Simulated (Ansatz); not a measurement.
AsRu in space group Pnma (No. 62; As on 4c, Ru on 4c) under volume change, DFT-r²SCAN in the program Ansatz with PAW potentials, shape and atoms relaxed at each volume.

```
V (Å³/atom)  E − E(relaxed) (meV/atom)  P (GPa)
-----------  -------------------------  -------
13.850                               ?        ?
14.306                            35.9    13.42
14.763                             8.4     6.10
15.220                             0.0     0.00
15.676                             7.4    -5.03
16.133                            27.6    -9.05
16.589                               ?        ?
```

Q: Complete the blanks.

A: 
- 13.850, E − E(relaxed) (meV/atom): 86.3
- 13.850, P (GPa): 22.20
- 16.589, E − E(relaxed) (meV/atom): 58.0
- 16.589, P (GPa): -12.20

Q: What does a third-order Birch–Murnaghan fit give for V₀, B₀ and B′?

A: V₀ = 15.22 Å³/atom, B₀ = 181 GPa, B′ = 5.6.

The first step of the workflow began from a Materials Project structure, measured or hypothetical; the Crystallography Open Database copy checked does not list it. Its standing as an ambient phase is unchecked. The cell was relaxed with r²SCAN under the symmetry of its start; whether a distortion lowers the energy is not shown. Spin order of the final state: ferromagnetic, the only order run, not a proven ground state. The program gave a warning on the electronic state, which may not be the lowest.

Potentials: the later of the program's two PAW sets.
